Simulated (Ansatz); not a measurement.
Ga3As2P as one 6-atom ordering (Imm2) on the zincblende lattice at its r2SCAN geometry, run in the PAW code Ansatz at 2 levels of theory. No magnetic order. The prototype was imposed, so other structures may be more stable.

The PBE+SOC input:
```yaml
crystal:
  lattice:
    - [-1.9775012589, 5.9326358451, 2.7966422591]
    - [1.9775012589, -5.9326358451, 2.7966422591]
    - [1.9775012589, 5.9326358451, -2.7966422591]
  atoms:
    - { symbol: P, position: [0.0007177414, 0.0007177414, 0.0] }
    - { symbol: Ga, position: [0.2390953774, 0.7390953774, 0.5] }
    - { symbol: As, position: [0.3335514082, -0.0004186482, 0.3339700564] }
    - { symbol: Ga, position: [0.593236667, 0.7555120888, 0.8377245782] }
    - { symbol: As, position: [0.6656112954, -0.0004186482, 0.6660299436] }
    - { symbol: Ga, position: [0.9177875106, 0.7555120888, 0.1622754218] }
kpoints:
  mp_grid: { grid: [8, 8, 8] }
  band_path:
    path:
      - [0.0, 0.0, 0.0]
      - [0.5, -0.5, 0.5]
      - [0.2777765411, -0.2777765411, 0.7222234589]
      - [-0.2777765411, 0.2777765411, 0.2777765411]
      - [0.3055543995, 0.3055543995, -0.3055543995]
      - [0.6944456005, -0.3055543995, 0.3055543995]
      - [0.0, 0.5, 0.0]
      - [0.25, 0.25, 0.25]
      - [0.5, 0.0, 0.0]
    npoints: 1
hamiltonian:
  xc: pbe
scf:
  occupations: { method: fermi_dirac, width: 0.02 }
  n_extra_bands: 10
magnetization:
  noncollinear: true
  spin_orbit: true
output:
  forces: true
  stress: true
  eigenvalues: true
  write_density: true
  write_potential: true
  elf: true
  volumetric_format: npy
```

Main results, then, where recorded, the levels near the gap in eV from the Fermi energy (columns number the bands from 0), one row a point of the path (Γ, X, F₀, Σ₀, Λ₀, G₀, R, W, S):
```
Crystal: 6 atoms, lattice volume = 131.239 Å³
Symmetry: 4 space group operations + 4 with time reversal
Magnetic group: BNS 44.230 (UNI 328)
```
```
Basis set: ecut = 420 eV, 2581 PW (Γ), FFT grids on a1+a2, a2, a2+a3
k-points: 95 of 512 (time reversal used)
SCF converged after 9 iterations
Free energy (F): -21819.707675 eV
Fermi energy:    8.308705 eV
--- Forces (eV/Å), atoms counted from 1 ---
  atom   1  P       0.00000      0.00000      0.01278
  atom   2  Ga      0.00000      0.00000    -0.05304
  atom   3  As      0.00000    -0.00160    -0.00734
  atom   4  Ga      0.00000      0.03530      0.02747
  atom   5  As      0.00000      0.00160    -0.00734
  atom   6  Ga      0.00000    -0.03530      0.02747
--- Stress (GPa, compression-positive) ---
        2.671692       0.000000       0.000000
        0.000000       2.668475       0.000000
        0.000000       0.000000       2.671441
  P = ⅓ Tr σ = 2.6705 GPa (26.705 kbar)
```
```tsv
band_66	band_67	band_68	band_69	band_70	band_71	band_72	band_73	band_74	band_75	band_76	band_77	band_78	band_79
-2.264	-2.264	-0.678	-0.678	-0.438	-0.438	-0.401	-0.401	0.397	0.397	1.609	1.609	2.023	2.023
-2.628	-2.628	-2.546	-2.546	-1.198	-1.198	-0.820	-0.820	1.013	1.013	1.163	1.163	2.230	2.230
-3.118	-3.091	-2.999	-2.989	-2.937	-2.923	-1.947	-1.947	1.169	1.172	1.335	1.339	1.895	1.908
-3.118	-3.091	-2.999	-2.989	-2.937	-2.923	-1.947	-1.947	1.169	1.172	1.335	1.339	1.895	1.908
-1.693	-1.693	-1.561	-1.561	-1.442	-1.442	-1.282	-1.282	0.904	0.904	0.946	0.946	1.297	1.297
-1.693	-1.693	-1.561	-1.561	-1.442	-1.442	-1.282	-1.282	0.904	0.904	0.946	0.946	1.297	1.297
-3.022	-3.022	-2.898	-2.898	-1.715	-1.715	-1.553	-1.553	0.692	0.692	3.156	3.156	3.230	3.230
-3.070	-3.068	-2.872	-2.859	-2.059	-2.033	-1.957	-1.951	1.837	1.843	2.080	2.121	3.680	3.681
-2.266	-2.266	-1.878	-1.878	-1.679	-1.679	-1.478	-1.478	0.685	0.685	1.953	1.953	2.209	2.209
```

PBE+SOC gives a direct gap of 0.80 eV at Γ.

Problem. In the first input these blocks are replaced (the band path and keys that only write files left aside):
```yaml
kpoints:
  mp_grid: { grid: [4, 4, 4] }
hamiltonian:
  xc: pbe0
scf:
  occupations: { method: fixed }
  n_extra_bands: 5
```
(magnetization left out)
What comes out?

Solution.
```
Basis set: ecut = 420 eV, 2581 PW (Γ), FFT grids on a1+a2, a2+a3, a3
k-points: 18 of 64 (time reversal used)
hybrid outer 1: dexx = +4.496e-2 eV, tail = 2.07e-4 eV
hybrid outer 2: dexx = +8.732e-6 eV, tail = 1.54e-7 eV, Δε = 4.08e-3 eV, ΔF = 9.05e-4 eV/Å
hybrid outer 3: dexx = +3.316e-9 eV, tail = 2.72e-9 eV, Δε = 7.68e-5 eV, ΔF = 4.74e-5 eV/Å
hybrid SCF converged: 3 outer / 14 inner (+4 warm-up)
Free energy (F): -21823.930871 eV
Fermi energy:    7.076353 eV
--- Forces (eV/Å), atoms counted from 1 ---
  atom   1  P       0.00000      0.00000      0.00143
  atom   2  Ga      0.00000      0.00000    -0.00119
  atom   3  As      0.00000      0.00335    -0.00155
  atom   4  Ga      0.00000      0.00082      0.00143
  atom   5  As      0.00000    -0.00335    -0.00155
  atom   6  Ga      0.00000    -0.00082      0.00143
--- Stress (GPa, compression-positive) ---
        0.906659       0.000000       0.000000
        0.000000       0.275793       0.000000
        0.000000       0.000000       0.139368
  P = ⅓ Tr σ = 0.4406 GPa (4.406 kbar)
```
```tsv
band_33	band_34	band_35	band_36	band_37	band_38	band_39
-1.976	-0.009	-0.007	0.000	2.418	3.506	3.911
-2.325	-2.217	-0.802	-0.375	2.766	3.012	4.304
-2.867	-2.742	-2.706	-1.591	2.950	3.128	3.779
-2.867	-2.742	-2.706	-1.591	2.950	3.128	3.779
-1.321	-1.117	-0.982	-0.943	2.795	2.868	3.127
-1.321	-1.117	-0.982	-0.943	2.795	2.868	3.127
-2.792	-2.637	-1.251	-1.241	2.591	5.220	5.262
-2.796	-2.548	-1.705	-1.602	3.804	4.062	5.628
-1.881	-1.552	-1.235	-1.158	2.596	3.883	4.133
```
PBE0 gives a direct gap of 2.42 eV at Γ. The mean pressure at these positions is +0.4 GPa, compression counted positive. The stress of a hybrid is loosely converged here.

Small level splittings and stresses of the hybrids carry the error of their coarser meshes.

Totals of different functionals, or with and without spin-orbit coupling, can't be compared.

Only the levels marked +SOC include spin-orbit coupling.
